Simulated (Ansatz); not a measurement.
ScF$_{3}$ (ReO3 type, Pm-3m) at seven volumes, the program Ansatz at the HSE06 level (PAW), shape and atoms relaxed at each. One row is withheld.

```tsv
V (Å³/atom)	P (GPa)
14.951	11.28
15.444	6.91
15.937	3.19
16.430	0.03
16.923	?
17.416	-4.96
17.908	-6.92
```

### Question
Fit the shown pressures and predict the withheld one.

### Answer
Third-order Birch–Murnaghan: P = (3/2)B₀(x^(7/2) − x^(5/2))[1 + (3/4)(B′ − 4)(x − 1)] with x = (V₀/V)^(2/3). Least squares on the six rows gives V₀ = 16.435 Å³/atom, B₀ = 97.04 GPa, B′ = 4.33. At V = 16.923, x = 0.9807 and P = -2.67 GPa. The run itself gave -2.67 GPa.

The first step of the workflow began from a Materials Project structure, measured or hypothetical; the Crystallography Open Database files this formula in space group No. 221, but the cells were not matched. Whether it is the stable phase at ambient conditions was not checked. Symmetry was held in the HSE06 relaxation; whether a distortion lowers the energy is not shown. The run is not spin-polarised.

Potentials: the earlier of the program's two PAW sets.
